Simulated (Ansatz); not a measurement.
A geometry of Mo away from equilibrium: the start of the relaxation of a relaxed Mo cell displaced along its unstable phonon at q = (½, 0, 0) of its primitive reciprocal cell (119i cm⁻¹), largest move 0.15 Å. Method: PBE (plane waves to 420 eV, PAW, scalar-relativistic; Ansatz, an electronic-structure program). Γ-centred k-mesh 6×12×12 on the run's cell (coarser than for final values), Fermi–Dirac smearing 0.05 eV.

```xyz
2
Lattice="5.1979 0.0000 0.0000 0.0000 2.5989 0.0000 0.0000 0.0000 2.5989" Properties=species:S:1:pos:R:3:forces:R:3 pbc="T T T" free_energy=-9909.926 pressure_GPa=0.0
Mo     0.0000     0.0000    -0.1500    0.0000    0.0000   -0.5555
Mo     2.5989     0.0000     0.1500    0.0000    0.0000    0.5555
```

Positions in Å, forces in eV/Å, free energy of the cell in eV (comparable only within this code, potentials and settings). Largest force: 0.56 eV/Å, on Mo1, Mo2 (atoms numbered as listed); the geometry lies 0.22 to 0.23 eV/atom (the two k-meshes of the run give this range) above the end of its relaxation.

No spin polarisation in the result.

The run could not lose the symmetry of its start, so the end can be a saddle point.

The end of the path is a generated cell of Mo: the first start was made by placing the elements on the sites of a structure type, and the end was not matched to a known phase here, so it may be hypothetical. Known forms of Mo include space group No. 229.
